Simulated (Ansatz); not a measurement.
A trial structure of Ga2SiS was built thus: random cell by space group and Wyckoff sites (P6/mmm, No. 191). Its size is a rough estimate.

```
Ga Si S
1.0
     3.76033    0.00000    0.00000
    -1.88016    3.25654    0.00000
     0.00000    0.00000    6.59267
Ga Si S
2 1 1
Direct
  0.00000 0.00000 0.72259
  0.00000 0.00000 0.27741
  0.00000 0.00000 0.00000
  0.00000 0.00000 0.50000
```

Theory: DFT PBE, scalar-relativistic, plane waves, PAW in Ansatz 0.2.0. Cutoff 420 eV, Gaussian smearing, Γ-centred meshes. Cell and atoms relax first on a coarse mesh and then on a finer one. In between, the cell is made exact in the group found at 0.06 Å. In metals the finer mesh still leaves noise of several meV/atom or more. The steps can't lower the symmetry of their start. No spin polarisation.

A guess keeps its type if space group and coordination stay and the shape of the cell changes little (axis ratios within about 15 %, angles within 6°); the volume may change.

Q: Will the relaxed cell still be of the starting type?

A: It doesn't keep its type. The symmetry stays P6/mmm (No. 191). The volume per atom shrinks by 14.9 %, from 20.2 to 17.2 Å³. The shortest distance goes from 1.47 Å (Ga–S) to 2.62 Å (Ga–Si). The ratio c/a of the conventional cell changes by a factor of 2.18. Counting neighbours within 15 % of an atom's shortest distance, the start has Ga 1, S 2, Si 2 and the end Ga 8, S 8, Si 8. In detail, at the end around Ga lie 1 Si at 2.62 Å, 1 S at 2.63 Å and 6 Ga at 2.75 Å; around Si lie 2 Ga at 2.62 Å and 6 Si at 2.75 Å; S is surrounded by 2 Ga at 2.63 Å and 6 S at 2.75 Å.

Space group P6/mmm (No. 191). a = 2.750 Å, b = 2.750 Å, c = 10.488 Å, α = 90.00°, β = 90.00°, γ = 120.00°
| atom | site | symmetry | x | y | z |
| --- | --- | --- | --- | --- | --- |
| Ga | 2e | 6mm | 0.0000 | 0.0000 | 0.7506 |
| Si | 1a | 6/mmm | 0.0000 | 0.0000 | 0.0000 |
| S | 1b | 6/mmm | 0.0000 | 0.0000 | 0.5000 |

The last run used an 18×18×6 mesh (in the run's order of axes) for its 4-atom cell and Gaussian smearing of 0.10 eV. A structure relaxed within its symmetry needn't be a true minimum. Another cell of Ga2SiS relaxed alike, in P-4m2, lies 0.50 eV/atom lower, so this cell isn't the stable form at this level.
